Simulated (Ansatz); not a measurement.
Cs2CaP2O7 in space group Cm (No. 8; Pearson symbol mS24), plane-wave PAW r²SCAN (Ansatz code). The conduction-band minimum lies at Γ, with 1 equivalent valley. Second derivatives d²E/dk² of the lowest band at one valley (eV·Å²), along Cartesian directions:

```tsv
direction	d²E/dk²
[100]	15.32
[010]	15.79
[001]	18.60
[110]	15.56
[101]	16.94
[011]	17.19
```

Q: Find the principal effective masses, the density-of-states mass and the conductivity mass.

A: Off-diagonal terms follow from H_xy = H[110] − (H_xx + H_yy)/2, and m*/mₑ = 7.620 eV·Å² over each eigenvalue: 0.41, 0.48, 0.50. One valley's DOS mass (m₁m₂m₃)^(1/3) = 0.46, conductivity mass 3/(Σ 1/mᵢ) = 0.46 mₑ.

Q: What effective density of states Nc follows at 300 K for parabolic valleys?

A: Nc = 2.509e19 × 1 × (0.46)^(3/2) ≈ 7.8e18 cm⁻³.

The first step of the workflow began from a Materials Project structure, measured or hypothetical; the Crystallography Open Database copy checked does not list it. Whether it is the stable phase at ambient conditions was not checked. The r²SCAN relaxation kept the symmetry of its start; whether a distortion lowers the energy is not shown. Scalar-relativistic: spin–orbit coupling is off unless named, which matters more the heavier the elements.

Potentials: the later of the program's two PAW sets.

Edges and masses are those of Kohn–Sham bands, whose gap is no quasiparticle gap.
